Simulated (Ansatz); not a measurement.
BiPd2Pb:
```yaml
crystal:
  lattice:
    - [3.58688, 4.34449, 0.00000]
    - [-3.58688, 4.34449, 0.00000]
    - [-1.75035, 0.00000, 5.27930]
  atoms:
    - { symbol: Pd, position: [0.95989, 0.04011, 0.46501] }
    - { symbol: Pd, position: [0.55056, 0.44944, 0.47312] }
    - { symbol: Pd, position: [0.65972, 0.82906, 0.12991] }
    - { symbol: Pd, position: [0.17094, 0.34028, 0.12991] }
    - { symbol: Pb, position: [0.12923, 0.87077, 0.01234] }
    - { symbol: Pb, position: [0.64170, 0.35830, 0.00514] }
    - { symbol: Bi, position: [0.05360, 0.49662, 0.57429] }
    - { symbol: Bi, position: [0.50338, 0.94640, 0.57429] }
```

Relaxed with PBEsol.

Task: Map the electron localisation function on the plane through (0.960, 0.040, 0.465) spanned by u = [1, -1, 1] and v = [-1, 1, 1] in lattice vectors, from the program Ansatz at the PBEsol level (PAW).

Result: x is the fraction of u, y of v (the angle between them is 105°; rows are the nearest grid lines); atoms in the plane: Pd at (0.00, 0.00), Pd at (0.50, 0.50), Pd at (0.30, 0.71), Pd at (0.80, 0.21), Pb at (0.36, 0.19), Pb at (0.86, 0.69), Pb at (0.11, 0.43), Pb at (0.61, 0.93).
```
|358985333321111113456666556665443589853|
|999743333211111235676200002565433579999|
|876433332211112345674000003665433357898|
|333332222222333455665322467654333333333|
|322212233333333345556666654333334444433|
|543223334689998754444433222245566667765|
|643223347999899964333221112456765445676|
|643333489964589964332211235676300001476|
|543333468999986433333333345675310025665|
|333333333444333333445554445556777766543|
|333344443333333345789876444555666554333|
|445566665544334699866898533433322211234|
|675311246654435898668996433322110112456|
|740000036654333578987643333221111234567|
|641000256544333345554433332222222345666|
|676667765433333333333222222233333345566|
|555554322234555555443222233344566544445|
|332211124567654456764322334799989996433|
|322111235675200025765333346997557997433|
|322223456751000025654333347998789974333|
|333344455666445676543333334577765333333|
|898764445556665543333334444333333334578|
|999975444444444322233444444444433346999|
|358985333321111113456666556665443589853|
```
Scale: ten equal steps from 0.002 (start of '0') to 0.555 (end of '9'), in the order '0123456789'; x runs from 0.000 to 1.00, y from 0.000 (bottom) to 1.00 (top).

The density is the valence pseudo-density with augmentation charge, so density and ELF within about 1 Å of a nucleus are not all-electron values.

Space group Cm. The workflow started from an entry of the Crystallography Open Database (COD), which files this formula under 2 space groups. Its standing as an ambient phase is unchecked. Symmetry was held in the PBEsol relaxation; its stability against distortions is not shown here. No spin polarisation was allowed. Scalar-relativistic: spin–orbit coupling is off unless named, which matters more the heavier the elements.

Potentials: the later of the program's two PAW sets.
